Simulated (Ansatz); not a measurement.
Computed with DFT PBE, scalar-relativistic, plane waves, PAW (Ansatz 0.2.0). All cells share a 420 eV cutoff and Γ-centred k meshes spaced at most about 0.3 Å⁻¹ (about 0.25 or finer for metals, 2π included). Collinear spin in cells that started with moments and kept them past the coarse steps, no spin elsewhere.

These are static total energies at zero pressure. All come from trial cells, and lower structures may exist.

Problem. These unrelaxed guesses for Li4TaO are each relaxed within their symmetry. Order them by the energy at which they end, lowest first.
A.

```
Li Ta O
1.0
     3.70311    0.00000    0.00000
     0.00000    3.70311    0.00000
     0.00000    0.00000    3.08519
Li Ta O
4 1 1
Direct
  0.77142 0.50000 0.28629
  0.22858 0.50000 0.28629
  0.50000 0.77142 0.28629
  0.50000 0.22858 0.28629
  0.50000 0.50000 0.77858
  0.50000 0.50000 0.43754
```

B.

```
Li Ta O
1.0
     2.56794    0.00000    0.00000
     0.00000    2.56794    0.00000
     0.00000    0.00000    9.67681
Li Ta O
4 1 1
Direct
  0.50000 0.50000 0.36453
  0.50000 0.50000 0.86434
  0.50000 0.50000 0.13566
  0.50000 0.50000 0.63547
  0.00000 0.00000 0.50000
  0.00000 0.00000 0.00000
```

C.

```
Li Ta O
1.0
     3.13939    0.00000    0.00000
    -1.56969    2.71879    0.00000
     0.00000    0.00000    6.97077
Li Ta O
4 1 1
Direct
  0.66667 0.33333 0.23369
  0.33333 0.66667 0.76631
  0.33333 0.66667 0.23369
  0.66667 0.33333 0.76631
  0.00000 0.00000 0.00000
  0.00000 0.00000 0.50000
```

D.

```
Li Ta O
1.0
    -2.95161    2.95161    2.54564
     2.95161   -2.95161    2.54564
     2.95161    2.95161   -2.54564
Li Ta O
4 1 1
Direct
  0.91998 0.41998 0.83995
  0.58002 0.08002 0.16005
  0.08002 0.91998 0.50000
  0.41998 0.58002 0.50000
  0.50000 0.50000 0.00000
  0.00000 0.00000 0.00000
```

Solution. B (ends in P4/mmm, 0 meV/atom), D (ends in I422, 127 meV/atom), C (ends in P6/mmm, 0.32 eV/atom), A (ends in P4/mmm, 0.45 eV/atom).

Spin–orbit coupling, which can matter for Ta, is left out. A magnetic state wasn't ruled out in cells without spin, among them I422. Another magnetic order may lie lower. Cells relaxed within their symmetry can be saddle points. Some structure types and database cells were kept out of the candidates from the start, so a known form may be missing.
